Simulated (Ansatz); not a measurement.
TiN (rock salt)

```yaml
crystal:
  lattice:
    - [0.00000, 4.24692, 4.24692]
    - [2.12346, 0.00000, 2.12346]
    - [2.12346, 2.12346, 0.00000]
  atoms:
    - { symbol: N, position: [0.00000, 0.00000, 0.00000] }
    - { symbol: N, position: [0.50000, 0.00000, 0.00000] }
    - { symbol: Ti, position: [0.25000, 0.50000, 0.50000] }
    - { symbol: Ti, position: [0.75000, 0.50000, 0.50000] }
```

In this cell atom 4 (Ti, nearest neighbour N at 2.123 Å; its periodic images, 3.0 Å or more away, move with it) is moved by s towards the nearest neighbour, unit vector (-1.000, 0.000, 0.000); all other atoms and the cell stay fixed.

These are PBE (plane waves to 420 eV, PAW, scalar-relativistic; Ansatz, a program for electronic structure) values and carry that method's errors. k mesh 15×15×15 (Γ-centred), Fermi-Dirac smearing 0.05 eV. The energy includes the smearing's −TS. Left out: 2 of 11 points, with atoms too close for the PAW data. With partly filled bands, energies and forces of such displacements shift with the k mesh and the smearing. TiN is run without spin polarisation. TiN was relaxed with its symmetry unable to fall. The zero of ΔE is the undisplaced structure. The last digit holds for this mesh only.

```
s (Å)   ΔE (meV/cell)
------  -------------
-0.336       withheld
-0.252          354.3
-0.168          140.6
-0.084           32.4
0.000             0.0
0.084            32.4
0.168           140.6
0.252           354.3
0.336        withheld
```

Task: Fit an even polynomial form (powers 2, 4) to the given rows and predict ΔE at s = 0.336.

Result: Least squares on the 7 given rows: ΔE = (4499)·s² + (17020)·s⁴, in meV/cell with s in Å; root-mean-square residual 0.11 meV/cell. At 0.336 the fit gives 724.8 meV/cell; the calculation gives 713.6 meV/cell, so the extrapolation is off by 11.2 (+1.6 %). The quadratic term alone would give 507.9 meV/cell.

(A displaced cell: forces are minus the slopes of the energy, force constants its curvatures, and phonons follow from these.)
